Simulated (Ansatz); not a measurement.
**Co: the volume at rest**

Co in a ferromagnetic state, starting from this typed cell of 10.91 Å³ an atom.

```
Co
1.0
     1.25000   -2.16506    0.00000
     1.25000    2.16506    0.00000
     0.00000    0.00000    4.03000
Co
2
Direct
  0.33333 0.66667 0.25000
  0.66667 0.33333 0.75000
```

Settings of the Ansatz calculation: k mesh 6×6×4; Fermi–Dirac smearing of 0.1 eV; collinear spin from start moments 1.6, 1.6 μB (atoms as listed). Cell and atoms are relaxed to zero stress with the symmetry kept and no dispersion correction.

Caveats: coarse k mesh.

Task: What volume results under PBE, LDA, PBEsol, and how much do the potentials matter?

Result: 
```
functional                  potentials  cutoff (eV)  volume (Å³/atom)  change (%)
       PBE        Ansatz generated PAW          420             10.86        -0.4
       PBE        Ansatz hand-made PAW          900             10.86        -0.4
       PBE                     JTH PAW         1320             10.88        -0.3
       PBE      Ansatz norm-conserving         1306             10.88        -0.2
       LDA        Ansatz hand-made PAW          800              9.98        -8.5
       LDA  PseudoDojo norm-conserving         1306              9.96        -8.6
    PBEsol        Ansatz hand-made PAW          800             10.36        -5.0
    PBEsol  PseudoDojo norm-conserving         1306             10.36        -5.0
```

From smallest to largest: LDA, PBEsol, PBE.
